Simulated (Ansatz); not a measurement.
SiN$_{2}$:
```yaml
crystal:
  lattice:
    - [4.43977, 0.00000, 0.00000]
    - [0.00000, 4.43977, 0.00000]
    - [0.00000, 0.00000, 4.43977]
  atoms:
    - { symbol: Si, position: [0.00000, 0.50000, 0.50000] }
    - { symbol: Si, position: [0.50000, 0.00000, 0.50000] }
    - { symbol: Si, position: [0.00000, 0.00000, 0.00000] }
    - { symbol: Si, position: [0.50000, 0.50000, 0.00000] }
    - { symbol: N, position: [0.59566, 0.90434, 0.09566] }
    - { symbol: N, position: [0.09566, 0.59566, 0.90434] }
    - { symbol: N, position: [0.59566, 0.59566, 0.59566] }
    - { symbol: N, position: [0.40434, 0.40434, 0.40434] }
    - { symbol: N, position: [0.90434, 0.09566, 0.59566] }
    - { symbol: N, position: [0.90434, 0.40434, 0.09566] }
    - { symbol: N, position: [0.09566, 0.90434, 0.40434] }
    - { symbol: N, position: [0.40434, 0.09566, 0.90434] }
```

Relaxed with r²SCAN. Special points in fractions of this cell's reciprocal vectors: Γ (0.000, 0.000, 0.000); X (0.000, 0.500, 0.000); M (0.500, 0.500, 0.000); R (0.500, 0.500, 0.500); X1 (0.500, 0.000, 0.000).

Problem. List the band energies nearest the valence-band maximum at these points for DFT-r²SCAN in the program Ansatz with PAW potentials.

Solution. In eV from the valence-band maximum; about four levels below and three above (degenerate sets whole), none deeper than 8.9 eV; points with the same levels are listed once.

| k | below | above |
|---|---|---|
| Γ | -1.15 -1.15 -1.15 -0.03 -0.03 | 6.42 8.03 8.33 8.33 8.33 |
| X | -2.20 -2.20 -0.08 -0.08 | 6.41 6.41 6.57 6.57 |
| M | -1.92 -1.92 -1.92 -1.92 | 6.30 6.30 6.30 6.30 |
| R | -2.79 -2.79 -2.79 -2.79 | 5.98 5.98 5.98 5.98 |

Space group Pa-3. The start of the workflow was typed in or built on a structure type; neither database checked (COD, Materials Project) lists it. Whether it is the stable phase at ambient conditions was not checked. The r²SCAN relaxation kept the symmetry of its start; whether a distortion lowers the energy is not shown.

Potentials: the earlier of the program's two PAW sets. The files were generated under PBE; for other functionals the program regenerates the frozen cores, and for LDA and PBEsol the local potential too.
